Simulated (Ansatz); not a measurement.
Geometry optimisation in Ansatz: input, command and trajectory.

```yaml
crystal:
  lattice:
    - [-2.085, 2.085, 5.44]
    - [2.085, -2.085, 5.44]
    - [2.085, 2.085, -5.44]
  atoms:
    - { symbol: Ca, position: [0.0, 0.0, 0.0] }
    - { symbol: Mn, position: [0.75, 0.25, 0.5], spin: 4.11 }
    - { symbol: Mn, position: [0.25, 0.75, 0.5], spin: 4.11 }
    - { symbol: Ge, position: [0.381, 0.381, 0.0], spin: -0.14 }
    - { symbol: Ge, position: [0.619, 0.619, 0.0], spin: -0.14 }
basis:
  ecutwfc: 500
kpoints:
  mp_grid: { grid: [12, 12, 12] }
hamiltonian:
  xc: r2scan
scf:
  occupations: { method: gaussian, width: 0.1 }
output:
  forces: true
  stress: true
  eigenvalues: true
  populations: true
  write_density: true
  write_potential: true
  elf: true
  volumetric_format: npy
magnetization:
  spin_polarized: true
relax:
  adjacent_minimum: "off"
  f_tol: 0.005
  max_steps: 80
  cell: { stress_tol: 0.05 }
```

```bash
ansatz run input.yaml --threads 1 --pin off --max-ram 2560MiB --backend cpu --events-out ev --progress --plain --runs-dir out
```

Computed with DFT r2SCAN, scalar-relativistic, plane waves, PAW in Ansatz 0.2.0.

Of 5 frames 5 are shown, positions in Å and forces in eV/Å; the SCF threshold varies from step to step. Steps run on the plane waves of an earlier cell, with a Pulay correction in the pressure. The basis is chosen afresh for the last frame, the zero of the energies, and at times for earlier ones too; energy and pressure step there, also at an unchanged geometry.

```xyz
5
Lattice="-2.0850 2.0850 5.4400 2.0850 -2.0850 5.4400 2.0850 2.0850 -5.4400" Properties=species:S:1:pos:R:3:forces:R:3 pbc="T T T" step=1 free_energy_over_end_meV_per_atom=2.53 pressure_GPa=1.69
Ca    0.0000    0.0000    0.0000    0.0000    0.0000    0.0000
Mn    0.0000    2.0850    2.7200    0.0000    0.0000    0.0000
Mn    2.0850    0.0000    2.7200    0.0000    0.0000    0.0000
Ge    0.0000    0.0000    4.1453    0.0000    0.0000    0.1659
Ge    0.0000    0.0000    6.7347    0.0000    0.0000   -0.1659
5
Lattice="-2.1012 2.1012 5.4617 2.1012 -2.1012 5.4617 2.1012 2.1012 -5.4617" Properties=species:S:1:pos:R:3:forces:R:3 pbc="T T T" step=2 free_energy_over_end_meV_per_atom=0.34 pressure_GPa=0.25
Ca    0.0000    0.0000    0.0000    0.0000    0.0000    0.0000
Mn    0.0000    2.1012    2.7309    0.0000    0.0000    0.0000
Mn    2.1012    0.0000    2.7309    0.0000    0.0000    0.0000
Ge    0.0000    0.0000    4.1641    0.0000    0.0000    0.0762
Ge    0.0000    0.0000    6.7594    0.0000    0.0000   -0.0762
5
Lattice="-2.1019 2.1019 5.4735 2.1019 -2.1019 5.4735 2.1019 2.1019 -5.4735" Properties=species:S:1:pos:R:3:forces:R:3 pbc="T T T" step=3 free_energy_over_end_meV_per_atom=0.20 pressure_GPa=0.00
Ca    0.0000    0.0000    0.0000    0.0000    0.0000    0.0000
Mn    0.0000    2.1019    2.7368    0.0000    0.0000    0.0000
Mn    2.1019    0.0000    2.7368    0.0000    0.0000    0.0000
Ge    0.0000    0.0000    4.1785    0.0000    0.0000    0.0221
Ge    0.0000    0.0000    6.7685    0.0000    0.0000   -0.0221
5
Lattice="-2.1015 2.1015 5.4741 2.1015 -2.1015 5.4741 2.1015 2.1015 -5.4741" Properties=species:S:1:pos:R:3:forces:R:3 pbc="T T T" step=4 free_energy_over_end_meV_per_atom=0.19 pressure_GPa=-0.01
Ca    0.0000    0.0000    0.0000    0.0000    0.0000    0.0000
Mn    0.0000    2.1015    2.7371    0.0000    0.0000    0.0000
Mn    2.1015    0.0000    2.7371    0.0000    0.0000    0.0000
Ge    0.0000    0.0000    4.1814    0.0000    0.0000    0.0006
Ge    0.0000    0.0000    6.7668    0.0000    0.0000   -0.0006
5
Lattice="-2.1015 2.1015 5.4741 2.1015 -2.1015 5.4741 2.1015 2.1015 -5.4741" Properties=species:S:1:pos:R:3:forces:R:3 pbc="T T T" step=5 free_energy_over_end_meV_per_atom=0.00 pressure_GPa=0.00
Ca    0.0000    0.0000    0.0000    0.0000    0.0000    0.0000
Mn    0.0000    2.1015    2.7371    0.0000    0.0000    0.0000
Mn    2.1015    0.0000    2.7371    0.0000    0.0000    0.0000
Ge    0.0000    0.0000    4.1814    0.0000    0.0000    0.0006
Ge    0.0000    0.0000    6.7668    0.0000    0.0000   -0.0006
```

The run took 22 min on 1 thread of Arm Neoverse V1 (shared host), peak memory 1.8 GiB.

The state reached may not be the lowest one. The program reads another magnetic order as possibly lower. Only parallel moments were tried here.